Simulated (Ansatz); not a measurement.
HfO₂ (fluorite, Fm-3m) under volume change, PBE (plane waves, PAW; program Ansatz), scaled uniformly.

| V (Å³/atom) | E − E(relaxed) (meV/atom) | P (GPa) |
|---|---|---|
| 10.045 | 80.8 | 28.27 |
| 10.376 | 34.0 | 17.32 |
| 10.708 | 8.1 | 7.98 |
| 11.039 | 0.0 | 0.00 |
| 11.370 | 7.3 | -6.82 |
| 11.701 | 27.6 | -12.68 |
| 12.032 | 59.1 | -17.68 |

Task: What does a third-order Birch–Murnaghan fit give for V₀, B₀ and B′?

Result: V₀ = 11.04 Å³/atom, B₀ = 246 GPa, B′ = 4.2.

This is a known high-temperature phase of the composition, computed here at zero pressure and temperature. The PBE relaxation kept the symmetry of its start. At this level the phase is dynamically unstable (imaginary phonons). No spin polarisation was allowed. Spin–orbit coupling is left out wherever it is not named.

Potentials: the later of the program's two PAW sets.
